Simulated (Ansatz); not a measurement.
Relaxed-ion elastic tensor of Hf (hcp (Mg type), P6_3/mmc) in GPa (Voigt order), LDA (plane waves, PAW; program Ansatz); density 14.23 g/cm³, 20.83 Å³ per atom.

```
 185  85.9  81.2   0.0   0.0   0.0
85.9   185  81.2   0.0   0.0   0.0
81.2  81.2   217   0.0   0.0   0.0
 0.0   0.0   0.0  44.3   0.0   0.0
 0.0   0.0   0.0   0.0  44.3   0.0
 0.0   0.0   0.0   0.0   0.0  49.7
```

Task: Is the crystal mechanically stable?

Result: Yes: the smallest eigenvalue of C is 44.3 GPa.

Task: Work out the Voigt, Reuss and Hill averages.

Result: K_V = 120, K_R = 120, K_H = 120; G_V = 50.3, G_R = 49.4, G_H = 49.8 GPa.

Task: Give Young's modulus, Poisson's ratio, Pugh's ratio and the universal anisotropy index.

Result: E = 9KG/(3K + G) = 131 GPa; ν = 0.32; K/G = 2.41 (ductile by the Pugh limit of 1.75); A_U = 5G_V/G_R + K_V/K_R − 6 = 0.09.

Task: Estimate the sound speeds and the Debye temperature.

Result: v_l = √((K + 4G/3)/ρ) = 3620 m/s, v_t = √(G/ρ) = 1870 m/s, mean 2100 m/s; Θ = (h/k)(3n/4πV)^(1/3) v_m = 227 K.

Task: Solve the Christoffel equation for the three sound speeds along x, y, z.

Result: Eigenvalues of C_ijkl n_j n_l equal ρv². In km/s, slowest first: x 1.76, 1.87, 3.61; y 1.76, 1.87, 3.61; z 1.76, 1.76, 3.90.

Task: How much does each axis shrink under pressure?

Result: Linear compressibilities β_i = Σ_j S_ij (j = 1 to 3): x 3.0, y 3.0, z 2.4 per TPa.

The cell was relaxed with LDA under the symmetry of its start; of distortions, only those at the zone centre were tested. No spin polarisation was allowed. As this level gives no gap, shear constants depend on the k-mesh and smearing (Fermi–Dirac, 0.1 eV here). On the denser mesh and wider smearing of the elastic run this cell carries a stress of 0.3 GPa. Scalar-relativistic: spin–orbit coupling is off unless named, which matters more the heavier the elements.

Potentials: the earlier of the program's two PAW sets.
